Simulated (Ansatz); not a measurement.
**Two states of TlNi2S2**

```
CELL_PARAMETERS angstrom
-0.09529 3.69702 0.00606
3.67961 -0.09529 -0.07501
1.91846 1.79066 -6.53269
ATOMIC_POSITIONS crystal
Ni 0.75159 0.22425 0.50539
Ni 0.32718 0.78859 0.48453
S 0.41552 0.43877 0.25202
S 0.62969 0.57948 0.70799
Tl 0.96273 0.93085 0.01313
```

The numbers come from plane-wave PAW DFT (Ansatz): r2SCAN, 500 eV, 5×5×3 (shifted by 0, 0.5, 0 steps) k points, fermi-dirac occupations (width 0.1 eV). Nothing was relaxed.

State A: Ni1 up, Ni2 up (collinear spin). State B: no moments (no spin polarisation).

Q: Compare the two self-consistent states.

A: State A is lower by 36.6 meV an atom at zero smearing; in free energy at this smearing B lies +29.5 meV an atom from A.

```csv
state,free energy (meV/atom),largest moment in a small sphere (μB),net moment (μB/cell),gap on mesh (eV),pressure (GPa),largest force (eV/Å)
A,0.0,0.98,2.42,metal,3.2,3.09
B,29.5,0.00,0.00,metal,0.9,3.15
```

Origin: a strained cell with displaced atoms, so it need not be a known compound. Caveats: semilocal functionals often miss the gap of such magnets; the k mesh is coarse if the cell is a metal; atoms or cell far from equilibrium; odd electron count without spin polarisation, so a magnetic state may lie lower.
